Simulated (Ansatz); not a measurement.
Input deck for Ansatz 0.2.0, then the block of the output on the nuclei.

The cell is a Materials Project structure (computed, not necessarily an observed phase), atoms as given.

```yaml
crystal:
  lattice:
    - [6.286228, 0.0, 0.0]
    - [0.0, 6.286228, 0.0]
    - [0.0, 0.0, 6.286228]
  atoms:
    - { symbol: Cs, position: [0.5, 0.5, 0.5] }
    - { symbol: Sn, position: [0.0, 0.0, 0.0] }
    - { symbol: I, position: [0.5, 0.0, 0.0] }
    - { symbol: I, position: [0.0, 0.0, 0.5] }
    - { symbol: I, position: [0.0, 0.5, 0.0] }
kpoints:
  mp_grid: { grid: [5, 5, 5] }
scf:
  occupations: { method: fermi_dirac, width: 0.02 }
hamiltonian:
  xc: r2scan
  pseudopotentials: { kind: paw }
output:
  forces: true
  stress: true
  populations: true
  efg:
    quadrupole_moments_barn: { Cs: -0.00343, Sn: -0.132, I: -0.68822 }
    contact_densities: true
```

The quadrupole moment typed for Sn is that of the 23.9 keV Mössbauer state of ¹¹⁹Sn; the ground state has I = 1/2 and no quadrupole moment.

```sh
ansatz run input.yaml --threads 1 --pin off --max-ram 3072MiB --backend cpu --events-out ev --progress --plain --runs-dir out
```

Of the output, the block on the nuclei alone is shown; the set-up, the SCF iterations, energies, forces and stress are cut. One atom of each set with nearly equal values is shown.

```
--- PAW observables at the nuclei: V_zz in 10²¹ V/m², potentials from the cell's mean, atoms counted from 1 ---
  atom   1  Cs V_zz =    -0.000000   η = 0.0000   by run symmetry: forbidden   C_q = +0.0000 MHz
            electrostatic potential = -9371.182640 V   contact ρ = 1899485.854559 e/Å³
  atom   2  Sn V_zz =    +0.000000   η = 0.0000   by run symmetry: forbidden   C_q = -0.0000 MHz
            electrostatic potential = -8166.745846 V   contact ρ = 1235711.847714 e/Å³
  atom   3  I  V_zz =   +41.364176   η = 0.0000   by run symmetry: allowed   C_q = -688.3448 MHz
            electrostatic potential = -8885.326023 V   contact ρ = 1602956.591876 e/Å³
```

Hardware: 1 thread of Arm Neoverse V2 (aarch64; 8 cores open to the job, memory cap 3.0 GiB, no GPU), a shared host with a load of 0.3 a core. Wall time 20 s, CPU time 21 s, peak memory 1 GiB.

This high-symmetry form of CsSnI3 is unstable when cold, to tilts of the octahedra. The symmetry of the cell holds that distortion back, wholly or in part, and it would change the field gradients, the more the larger the distortion. Without spin–orbit coupling the gradients at and beside I can be off by some per cent, at some sites by more. With these PAW files V_zz is typically within 2 to 3 % of all-electron values, but misses above 10 % occur on I.
